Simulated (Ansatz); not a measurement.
A trial cell of TiGe4Mo, before relaxation:

```yaml
crystal:
  lattice:
    - [3.54014, 0.00000, 0.00000]
    - [0.00000, 3.54014, 0.00000]
    - [0.00000, 0.00000, 8.72869]
  atoms:
    - { symbol: Ti, position: [0.50000, 0.50000, 0.50000] }
    - { symbol: Ge, position: [0.00000, 0.00000, 0.66167] }
    - { symbol: Ge, position: [0.50000, 0.50000, 0.16167] }
    - { symbol: Ge, position: [0.00000, 0.00000, 0.33833] }
    - { symbol: Ge, position: [0.50000, 0.50000, 0.83833] }
    - { symbol: Mo, position: [0.00000, 0.00000, 0.00000] }
```

Method: DFT PBE, scalar-relativistic, plane waves, PAW (Ansatz 0.2.0). Cutoff 420 eV, Gaussian smearing, Γ-centred meshes. Cell and atoms relax first on a coarse mesh and then on a finer one. In between, the cell is made exact in the group found at 0.06 Å. In metals the finer mesh still leaves noise of several meV/atom or more. The steps can't lower the symmetry of their start. No spin polarisation in the relaxation; trial moments died out in a coarse test.

A guess keeps its type if space group and coordination stay and the shape of the cell changes little (axis ratios within about 15 %, angles within 6°); the volume may change.

Question: Will the relaxed cell still be of the starting type?

Answer: It keeps its type. The symmetry stays P4/mmm (No. 123). The volume per atom shrinks by 13.4 %, from 18.2 to 15.8 Å³. The shortest distance goes from 2.82 Å (Ge–Ge) to 2.72 Å (Ge–Ge). The ratio c/a of the conventional cell changes by a factor of 1.03. Counting neighbours within 15 % of an atom's shortest distance, the start has Ge 10, Mo 10, Ti 10 and the end Ge 10, Mo 10, Ti 10.

Energies over the elements count from the elements' standard structures at the same level, with no fitted energy shifts.

Question: At what energy does it end?

Answer: −0.22 eV/atom.

The last run used a 12×12×6 mesh (in the run's order of axes) for its 6-atom cell and Gaussian smearing of 0.10 eV. A structure relaxed within its symmetry needn't be a true minimum. Another cell of TiGe4Mo relaxed alike, in F222, lies 26 meV/atom lower, so this cell isn't the stable form at this level.
